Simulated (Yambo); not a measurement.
A G0W0@PBE run in Yambo for AlN (wurtzite, space group P6_3mc, No. 186) (6×6×4 Γ-centred k mesh, 77 bands and a 8 Ry block in the screening, 77 bands in G with the Bruneval-Gonze terminator, plasmon pole fitted at 27.2 eV) gives these matrix elements, in eV, at the band edges (Γ → Γ):

```
state               E0    <Vxc>     <Σx>  <Σc(E0)>      Z
---------------  -----  -------  -------  --------  -----
valence edge     0.000  -17.019  -20.897     2.982  0.795
conduction edge  4.055  -12.467   -8.093    -3.632  0.823
```

### Question
Solve the linearised quasiparticle equation for both states, give the gap, and say how exchange and correlation each act on it.

### Answer
E = E0 + Z(Σx + Σc − Vxc). Valence: 0.000 + 0.795 × (-20.897 + (2.982) − (-17.019)) = -0.71 eV. Conduction: 4.055 + 0.823 × (-8.093 + (-3.632) − (-12.467)) = 4.67 eV. The gap is 5.38 eV, against 4.06 eV in PBE. Replacing Vxc by bare exchange alone would open it by 8.25 eV; correlation takes back 6.61 eV of that, and Z scales what is left. Convergence of the G0W0 settings was not tested. 

Geometry of the Materials Project entry, not relaxed at this level; primitive cell a = b = 3.129 Å, c = 5.017 Å, α = β = 90.00°, γ = 120.00°.
